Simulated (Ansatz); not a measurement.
**CsCl-type LaRe**

Method: r²SCAN, scalar-relativistic; no spin polarisation; PAW, 500 eV, 10×10×10 k-mesh, Gaussian smearing of 0.05 eV; code Ansatz; PAW files: Ansatz's generated set soft_2.

```xyz
2
Lattice="3.5733 0.0000 0.0000 0.0000 3.5733 0.0000 0.0000 0.0000 3.5733" Properties=species:S:1:pos:R:3 pbc="T T T"
La    0.0000    0.0000    0.0000
Re    1.7867    1.7867    1.7867
```

The cell came from substitution into a structure type; no database entry of this phase was matched, which doesn't show that none exists.

The run above is the reference. The same cell was run again with other input settings; several of them aren't fit for production, so the rows show the settings' effect and aren't properties of the material.

```tsv
keys changed	outcome	ΔE (meV/atom)	P (GPa)	gap on the mesh (eV)	cell moment (μB)	largest force component (eV/Å)	SCF iterations	rough core-seconds	new warnings
none (reference)	converged	0.0	0.0	metal	–	0.000	–	–	–
hamiltonian.xc: "r2scan" → "lda"; scf.occupations.method: "gaussian" → "fermi_dirac"; scf.occupations.width: 0.05 → 0.15; basis.ecutrho_ratio: 4 → 9	converged	–	-6.0	metal	–	0.000	6	5	–
scf.occupations.method: "gaussian" → "methfessel_paxton"; scf.occupations.width: 0.05 → 0.01; basis.xc_grid: 4; scf.eigensolver.kind: "davidson"	converged	0.2	-0.1	metal	–	0.000	10	14	–
kpoints.mp_grid.grid: [10, 10, 10] → [3, 3, 3]; scf.initial_density.chi_scale: 0.1; basis.ecutwfc: 500 → "200 eV"	converged	4147.8	5.7	metal	–	0.000	10	1.1	cutoff below recommended
scf.occupations.width: 0.05 → null; scf.occupations.method: "gaussian" → "tetrahedron_uncorrected"	converged	29.1	0.2	metal	–	0.000	7	8	band table not solved further
scf.mixing.algorithm: "broyden"; scf.mixing.beta: 0.7; scf.mixing.ndim: 2	converged	0.0	0.0	metal	–	0.000	9	7	–
basis.ecutrho_ratio: 4 → 9; crystal.symmetry: {"detect": false}	converged	0.0	0.0	metal	–	0.000	7	110	–
```

ΔE is the energy with the smearing extrapolated to zero. It is left out where the change alters the Hamiltonian or the spin treatment. The varied runs start from atomic densities (corrected by the program's trained start where that serves), with the default search for lower states unless a row changes it.

(1) What happens with these changes: accuracy: "medium"; basis.ecutwfc: 500 → "400 eV"; scf.eigensolver.kind: "davidson"?

(2) What happens with these changes: scf.occupations.width: 0.05 → null; scf.occupations.method: "gaussian" → "tetrahedron"?

Answers:

(1) outcome converged, ΔE (meV/atom) 2.6, P (GPa) 0.0, gap on the mesh (eV) metal, largest force component (eV/Å) 0.000, SCF iterations 7, rough core-seconds 7, new warnings cutoff below recommended.

(2) outcome converged, ΔE (meV/atom) -5.4, P (GPa) -0.2, gap on the mesh (eV) metal, largest force component (eV/Å) 0.000, SCF iterations 7, rough core-seconds 8, new warnings band table not solved further; tetrahedron derivatives may miss energy slope.

1 further run (cut off, refused for memory, with changed atoms or starts, or in doubt) is left out.

Of the reference: No spin–orbit coupling, a notable omission for heavy elements.
